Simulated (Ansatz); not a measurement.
Given:

CoSi:
```cif
data_Co4Si4
_chemical_formula_sum 'Co4 Si4'
_space_group_name_H-M_alt 'P213'
_space_group_IT_number 198
_space_group_name_Hall 'P 2ac 2ab 3'
_cell_length_a 4.35036
_cell_length_b 4.35036
_cell_length_c 4.35036
_cell_angle_alpha 90.000
_cell_angle_beta 90.000
_cell_angle_gamma 90.000
loop_
_atom_site_label
_atom_site_type_symbol
_atom_site_symmetry_multiplicity
_atom_site_Wyckoff_symbol
_atom_site_fract_x
_atom_site_fract_y
_atom_site_fract_z
_atom_site_occupancy
Co1 Co 4 a 0.14574 0.14574 0.14574 1
Si1 Si 4 a 0.84310 0.84310 0.84310 1
```

This is the LDA-relaxed structure.

All from LDA in the plane-wave PAW code Ansatz, unless another level is named. Give the zero-point energy.

54.4 meV/atom.

And the Young's modulus?

340 GPa.

Predict the elastic constants (relaxed ions, GPa).

C11 = 425, C12 = 169, C44 = 136.

Space group P2_13. The cell was relaxed with LDA under the symmetry of its start; phonons on a q-mesh show no instability. The run is not spin-polarised. As this level gives no gap, shear constants depend on the k-mesh and smearing (Fermi–Dirac, 0.1 eV here).

Potentials: the later of the program's two PAW sets.
